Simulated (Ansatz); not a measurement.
**CdTe, first-principles data**

CdTe:
```
CELL_PARAMETERS angstrom
      4.63260     0.00000     0.00000
     -2.31630     4.01195     0.00000
      0.00000     0.00000     7.59637
ATOMIC_POSITIONS crystal
  Cd 0.33333 0.66667 0.00029
  Cd 0.66667 0.33333 0.50029
  Te 0.33333 0.66667 0.37471
  Te 0.66667 0.33333 0.87471
```

Space group P6_3mc (No. 186), wurtzite; conventional cell a = 4.6326 Å, b = 4.6326 Å, c = 7.5964 Å, α = 90.00°, β = 90.00°, γ = 120.00°.

Method: the program Ansatz at the r²SCAN level (PAW). The cell and atoms are relaxed at this level. Other levels are named where they apply.

**Cell and energy**

- Volume per atom: 35.30 Å³
- Density: 5.65 g/cm³
- Formation energy from the elements (no fitted shifts): -564 meV/atom

**Electronic structure**

- Band gap = 1.21 eV (direct)
- Valence-band maximum = at Γ
- Conduction-band minimum = at Γ
- Electron effective mass = 0.086, 0.097, 0.097 mₑ (principal values)
- Electron effective mass with spin–orbit coupling = 0.079, 0.090, 0.090 mₑ (principal values)
- Hole effective mass, band 1 of 2 at the edge = 1.2 along x, 1.2 along z (mₑ)
- Hole effective mass, band 2 of 2 at the edge = 0.093 along x, 1.2 along z (mₑ)
- Hole effective mass with spin–orbit coupling = 0.14, 0.14, 1.2 mₑ (principal values)
- HSE06 gap on the r²SCAN cell = 1.55 eV
- Gap with spin–orbit coupling = 0.94 eV

**Mechanics**

- Bulk modulus (Birch–Murnaghan fit) = 40.0 GPa
- Pressure derivative B′ = 4.6
- Elastic constants (relaxed ions, GPa) = C11 = 59.3, C12 = 33.1, C13 = 26.6, C33 = 69.4, C44 = 11.5
- Mechanical stability = stable (all eigenvalues of C positive)
- Hill bulk and shear moduli = 40.1 and 13.7 GPa
- Young's modulus = 36.9 GPa
- Poisson's ratio = 0.35
- Debye temperature from the elastic constants = 159 K
- Piezoelectric stress constants (proper, relaxed ions, C/m²) = e15 = e24 = -0.05, e31 = e32 = -0.07, e33 = 0.06

**Phonons**

Highest zone-centre frequency (without LO–TO term): 142 cm⁻¹
Zone-centre stability: no imaginary mode at Γ

**Charges**

- Bader charges: Cd +0.62, Te -0.62 e

The first step of the workflow began from a Materials Project structure, measured or hypothetical; the Crystallography Open Database copy checked does not list it. It is not the phase usual at ambient conditions (space group No. 216). The cell was relaxed with r²SCAN under the symmetry of its start. Signs of piezoelectric constants follow the polarity of the cell as given. The references are the lowest solids computed at this level, not always the standard phases. Spin–orbit coupling is left out wherever it is not named.

Potentials: the earlier of the program's two PAW sets. The files were generated under PBE; for other functionals the program regenerates the frozen cores, and for LDA and PBEsol the local potential too.
